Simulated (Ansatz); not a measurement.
Polymorphs of Si2W, each relaxed with the program Ansatz at the PBEsol level (PAW):

A: MoSi2 or CaC2 type (I4/mmm)
a = b = 3.2029 Å, c = 7.8166 Å, α = β = γ = 90.00°

| atom | site | symmetry | x | y | z |
|---|---|---|---|---|---|
| Si | 4e | 4mm | 0.0000 | 0.0000 | 0.3345 |
| W | 2a | 4/mmm | 0.0000 | 0.0000 | 0.0000 |

B: Fddd
a = 4.557 Å, b = 7.869 Å, c = 8.919 Å, α = 90.00°, β = 90.00°, γ = 90.00°

```
atom  site  symmetry       x       y       z
----  ----  --------  ------  ------  ------
Si     16f       .2.  0.0000  0.3359  0.0000
W       8a       222  0.0000  0.0000  0.0000
```

C: P6_222
a = 4.577 Å, b = 4.577 Å, c = 6.604 Å, α = 90.00°, β = 90.00°, γ = 120.00°

```
atom  site  symmetry       x       y       z
----  ----  --------  ------  ------  ------
Si      6j       ..2  0.3276  0.1638  0.1667
W       3d       222  0.5000  0.0000  0.5000
```

Task: Order them by energy per atom at 0 K (lowest first) at the level PBEsol.

Result: A (+0 meV/atom), C (+67 meV/atom), B (+121 meV/atom)

Constructed cells (a structure type filled with these elements, in neither database checked): B. Not the usual ambient phase: B; C. All cells were relaxed under the symmetry of their starts (and spin orders); stability against distortions was not tested throughout. Named crystals with no word on spin ran without spin polarisation. Spin–orbit coupling is left out wherever it is not named.

Energies hold the estimated change up to a 700 eV cutoff; steps of a few meV lie near the error of the meshes.

Potentials: the earlier of the program's two PAW sets. The files were generated under PBE; for other functionals the program regenerates the frozen cores, and for LDA and PBEsol the local potential too.
